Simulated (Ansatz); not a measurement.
CsLiWO4:
```
CELL_PARAMETERS angstrom
     -2.95008     2.95008     4.07989
      2.95008    -2.95008     4.07989
      2.95008     2.95008    -4.07989
ATOMIC_POSITIONS crystal
  Cs 0.00000 0.00000 0.00000
  Li 0.75000 0.25000 0.50000
  W  0.50000 0.50000 0.00000
  O  0.60931 0.44872 0.30965
  O  0.55128 0.86093 0.16059
  O  0.13907 0.29966 0.69035
  O  0.70034 0.39069 0.83941
```

x, y and z are the axes in which the lattice vectors are written.

Problem. Give the high-frequency dielectric tensor and the Born effective charge tensors of the independent atoms from DFPT, plane-wave PAW PBEsol (Ansatz code).

Solution. 
ε∞:
```
2.59  0.00  0.00
0.00  2.59  0.00
0.00  0.00  2.60
```
Z* of atom 1 (Cs), rows: field, columns: displacement, in e:
```
 1.35  -0.04   0.00
 0.04   1.35   0.00
 0.00   0.00   1.35
```
Z* of atom 2 (Li), rows: field, columns: displacement, in e:
```
 1.31   0.19   0.00
-0.19   1.31   0.00
 0.00   0.00   1.26
```
Z* of atom 3 (W), rows: field, columns: displacement, in e:
```
 3.15  -0.03   0.00
 0.03   3.15   0.00
 0.00   0.00   3.19
```
Z* of atom 4 (O), rows: field, columns: displacement, in e:
```
-0.88  -0.45   0.18
-0.39  -2.03   0.90
 0.20   0.93  -1.45
```

Static charges for comparison (Bader): Cs1 +0.88, Li2 +0.89, W3 +2.76, O4 -1.13 e. Born charges measure polarisation by displacement and can exceed these by far.

Space group I-4. The first step of the workflow began from a Materials Project structure, measured or hypothetical; the Crystallography Open Database copy checked does not list it. Its standing as an ambient phase is unchecked. The PBEsol relaxation kept the symmetry of its start; its stability against distortions is not shown here. No spin polarisation was allowed. No Hubbard U is applied. Spin–orbit coupling is left out wherever it is not named.

Potentials: the later of the program's two PAW sets.
